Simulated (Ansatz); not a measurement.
La3In (Cu3Au type, Pm-3m) under volume change, DFT-r²SCAN in the program Ansatz with PAW potentials, scaled uniformly.

```tsv
V (Å³/atom)	E − E(relaxed) (meV/atom)	P (GPa)
29.747	(withheld)	(withheld)
30.728	15.8	2.71
31.709	3.7	1.25
32.690	0.0	0.00
33.670	3.4	-1.10
34.651	(withheld)	(withheld)
35.632	28.2	-2.87
```

What belongs in the gaps?


- 29.747, E − E(relaxed) (meV/atom): 37.4
- 29.747, P (GPa): 4.39
- 34.651, E − E(relaxed) (meV/atom): 13.1
- 34.651, P (GPa): -2.04

What does a third-order Birch–Murnaghan fit give for V₀, B₀ and B′?

V₀ = 32.69 Å³/atom, B₀ = 39.1 GPa, B′ = 3.8.

The workflow started from an entry of the Crystallography Open Database (COD). Its standing as an ambient phase is unchecked. The cell was relaxed with r²SCAN under the symmetry of its start; its stability against distortions is not shown here. Scalar-relativistic: spin–orbit coupling is off unless named, which matters more the heavier the elements.

Potentials: the later of the program's two PAW sets.
